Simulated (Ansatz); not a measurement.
KBr squeezed and stretched

A database entry relaxed whole under r2SCAN (Fm-3m):

```
K Br
1.0
     0.00000    3.30228    3.30228
     3.30228    0.00000    3.30228
     3.30228    3.30228    0.00000
K Br
1 1
Direct
  0.00000 0.00000 0.00000
  0.50000 0.50000 0.50000
```

The cell was scaled uniformly, its shape held, and the atoms relaxed at each volume with plane-wave PAW DFT (Ansatz 0.2.0; r2SCAN, 500 eV, 8×8×8 Γ-centred mesh, fermi-dirac occupations of width 0.020 eV; no spin, no spin-orbit coupling). One row is withheld.

| volume (Å³/atom) | energy over the lowest (meV/atom) | pressure (GPa) | gap over mesh and path (eV) |
| --- | --- | --- | --- |
| 33.851 | 7.8 | 1.19 | 5.255 |
| 34.571 | ? | ? | ? |
| 35.291 | 0.9 | 0.38 | 5.130 |
| 36.011 | 0.0 | 0.03 | 5.071 |
| 36.732 | 0.5 | -0.27 | 5.015 |
| 37.452 | 2.4 | -0.54 | 4.962 |
| 38.172 | 5.3 | -0.78 | 4.912 |

Q: Fit the pressures of the other rows to the third-order Birch-Murnaghan form.

A: With f = [(V₀/V)^(2/3) − 1]/2 and P = 3B₀f(1 + 2f)^(5/2)[1 + 3(B₀′ − 4)f/2], least squares gives V₀ = 36.09 Å³ an atom, B₀ = 15.9 GPa and B₀′ = 4.9; the rows miss the fit by less than 0.01 GPa. The slope of the energies differs from these pressures by less than 0.05 GPa.

Q: How does the gap move with volume?

A: A parabola in ln(V/V₀) through the other rows has the slope dE_g/d ln V = -2.8 eV at V₀, so by B₀ the gap moves by +179 meV a GPa: it widens under pressure.

Q: What does the withheld row hold?

A: The fit gives 0.76 GPa at 34.571 Å³; the run gave 0.76 GPa and 3.4 meV an atom. Its gap is 5.191 eV, against 5.191 eV from the parabola.

Caveats: the shape of the cell was held; 0 K, fixed nuclei; the symmetry was kept, and this need not be the phase that is stable at 0 K; one mesh for all volumes; r2SCAN gaps lie as a rule under measured ones; the slope of the gap can be off by tens of per cent, more where shallow d levels or spin-orbit coupling act on the edges; no spin-orbit coupling, which narrows gaps of heavier elements; pressure is positive in compression.
